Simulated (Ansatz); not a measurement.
## SiGe: computed property card

SiGe:
```xyz
4
Lattice="3.9009 0.0000 0.0000 -1.9504 3.3783 0.0000 0.0000 0.0000 6.4425" Properties=species:S:1:pos:R:3 pbc="T T T"
Si     1.9504     1.1261     5.6343
Si     0.0000     2.2522     2.4131
Ge     1.9504     1.1261     3.2241
Ge     0.0000     2.2522     0.0029
```

Space group P6_3mc (No. 186), wurtzite; conventional cell a = b = 3.901 Å, c = 6.442 Å, α = β = 90.00°, γ = 120.00°.

Method: PBEsol (plane waves, PAW; program Ansatz). The cell and atoms are relaxed at this level. Other levels are named where they apply.

### Cell and energy

- Volume per atom: 21.22 Å³
- Density: 3.94 g/cm³
- Formation energy from the elements (no fitted shifts): 0.029 eV/atom

### Electronic structure

Band gap: 0.35 eV (indirect)
Valence-band maximum: at Γ
Conduction-band minimum: at M (3 equivalent valleys)
Smallest direct gap on the standard path: 0.40 eV
Electron effective mass: 0.11, 1.2, 1.2 mₑ (principal values)
Electron effective mass with spin–orbit coupling: 0.11, 1.2, 1.2 mₑ (principal values)
Weight of the conduction-edge state by species (Voronoi cells): Si 54 %, Ge 46 %
Hole effective mass, band 1 of 2 at the edge: 0.53 along x, 0.51 along z (mₑ)
Hole effective mass, band 2 of 2 at the edge: 0.072 along x, 0.51 along z (mₑ)
Hole effective mass with spin–orbit coupling: 0.12, 0.12, 0.51 mₑ (principal values)
Weight of the valence-edge state by species (Voronoi cells): Ge 51 %, Si 49 %
HSE06 gap on the PBEsol cell: 0.97 eV
Gap with spin–orbit coupling: 0.28 eV

### Mechanics

- Bulk modulus (Birch–Murnaghan fit): 80.9 GPa
- Pressure derivative B′: 4.5
- Elastic constants (relaxed ions, GPa): C11 = 167, C12 = 45.2, C13 = 28.9, C33 = 191, C44 = 44.9
- Mechanical stability: stable (all eigenvalues of C positive)
- Hill bulk and shear moduli: 81.2 and 56.9 GPa
- Young's modulus: 138 GPa
- Poisson's ratio: 0.22
- Debye temperature from the elastic constants: 452 K

### Dielectric response

Electronic dielectric constant ε∞ (DFPT): 14.1 (xx = yy), 15.3 (zz)
Born charges (a third of the trace): Si +0.15, Ge -0.15 e

### Phonons

- Highest zone-centre frequency (without LO–TO term) = 404 cm⁻¹
- Zone-centre stability = no imaginary mode at Γ

The workflow started from a Materials Project entry (that database holds measured and hypothetical structures alike); the Crystallography Open Database copy checked does not list it. Whether it is the stable phase at ambient conditions was not checked. Symmetry was held in the PBEsol relaxation. The references are the lowest solids computed at this level, not always the standard phases. Scalar-relativistic: spin–orbit coupling is off unless named, which matters more the heavier the elements.

Potentials: the later of the program's two PAW sets.
